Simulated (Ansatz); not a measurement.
Property card for H₂PbO₃

Theory: DFT PBE, scalar-relativistic, plane waves, PAW (Ansatz 0.2.0).

Settings: cutoff 420 eV, Γ-centred mesh 12×12×10 on the computed 6-atom cell, Gaussian smearing of 0.10 eV; no spin polarisation.

The structure is relaxed at this level of theory with its symmetry kept, and needn't be the ground state of this composition.

```cif
data_structure
_symmetry_space_group_name_H-M 'P6mm'
_symmetry_Int_Tables_number 183
_cell_length_a 4.5845
_cell_length_b 4.5845
_cell_length_c 3.7182
_cell_angle_alpha 90.000
_cell_angle_beta 90.000
_cell_angle_gamma 120.000
_cell_volume 67.68
loop_
_atom_site_label
_atom_site_type_symbol
_atom_site_symmetry_multiplicity
_atom_site_Wyckoff_symbol
_atom_site_fract_x
_atom_site_fract_y
_atom_site_fract_z
_atom_site_occupancy
H1 H 2 b 0.66667 0.33333 0.27377 1
Pb1 Pb 1 a 0.00000 0.00000 0.66745 1
O1 O 3 c 0.50000 0.50000 0.32621 1
```

Task: Formation energy from the elements' standard states (uncorrected)?

Result: -0.093 eV/atom.

Task: Kohn–Sham band gap?

Result: none (metal).

Task: Density of states at the Fermi level?

Result: 2.2 states/eV per cell.

Task: Orbital (Löwdin) character within 0.5 eV of the Fermi level?

Result: O 2p 97 %.

Task: Bader charge by site (e)?

Result: H (2 in the cell) 0.58, Pb (1 in the cell) 1.40, O (3 in the cell) -0.86.

Spin-orbit coupling is left out, which matters for the bands of heavy elements. The cell holds layers, chains or molecules and no dispersion correction was added, so their binding is poorly described.

The cell was found from a structure generator's guess, not taken from experiment. Löwdin shares on free-atom orbitals overweight diffuse shells.
